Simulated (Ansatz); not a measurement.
Input:

ZrTa:
```yaml
crystal:
  lattice:
    - [1.45548, -5.64870, 0.00000]
    - [1.45548, 5.64870, 0.00000]
    - [0.00000, 0.00000, 4.86068]
  atoms:
    - { symbol: Zr, position: [0.67889, 0.32111, 0.25000] }
    - { symbol: Ta, position: [0.93564, 0.06436, 0.25000] }
    - { symbol: Zr, position: [0.32111, 0.67889, 0.75000] }
    - { symbol: Ta, position: [0.06436, 0.93564, 0.75000] }
```

This is the PBEsol-relaxed structure.

All from DFT-PBEsol in the program Ansatz with PAW potentials, unless another level is named. Give the formation energy from the elements (no fitted shifts).

0.20 eV/atom.

Predict the density of states at the Fermi level.

0.99 states/eV per atom (mean over ±0.08 eV).

Space group Cmcm. The start of the workflow was typed in or built on a structure type; neither database checked (COD, Materials Project) lists it. Its standing as an ambient phase is unchecked. Symmetry was held in the PBEsol relaxation; its stability against distortions is not shown here. The run is not spin-polarised. Its formation energy is positive at this level, so the cell may be metastable or incomplete. The references are the lowest solids computed at this level, not always the standard phases. Scalar-relativistic: spin–orbit coupling is off unless named, which matters more the heavier the elements.

Potentials: the earlier of the program's two PAW sets. The files were generated under PBE; for other functionals the program regenerates the frozen cores, and for LDA and PBEsol the local potential too.
